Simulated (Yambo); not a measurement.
A free-standing CaHBr monolayer (symmetry P4/nmm, slab cell 19.6 Å high), G0W0@PBEsol in Yambo with this input:

```
rim_cut
gw0
dyson
el_el_corr
HF_and_locXC
ppa
em1d
rim_w
RandQpts= 1000000
RandGvec= 2 Ry
CUTGeo= "slab z"
EXXRLvcs= 72 Ry
VXCRLvcs= 288 Ry
Chimod= "HARTREE"
% BndsRnXp
 1 | 187 |
%
NGsBlkXp= 7 Ry
% LongDrXp
 1.0 | 1.0 | 0.0 |
%
RandGvecW= 737 mRy
PPAPntXp= 27.2114 eV
% GbndRnge
 1 | 187 |
%
GTermKind= "BG"
DysSolver= "n"
ExtendOut
```

On a 4×4×1 mesh, with wavefunctions cut at 72 Ry, the gap (Γ → Γ) is 7.094 eV and the valence edge shifts by -1.240 eV.

What happens with this change: no stochastic integration of W?

The gap rises by 1.140 eV, to 8.234 eV; the shift of the valence edge becomes -1.856 eV. Without the stochastic integration, the mesh misses the sharp change of W near q = 0 in a layer: the 1.14 eV of that row are a sampling artefact. Neither run is shown to be the converged limit.

Spin-orbit coupling is not included.

Geometry relaxed with PBEsol; primitive cell a = b = 3.7727 Å, c = 19.6000 Å, α = β = γ = 90.00°.

This is a model layer cut from the bulk structure; whether it is stable on its own was not checked.

A shift is the quasiparticle energy of the state minus its PBEsol energy.
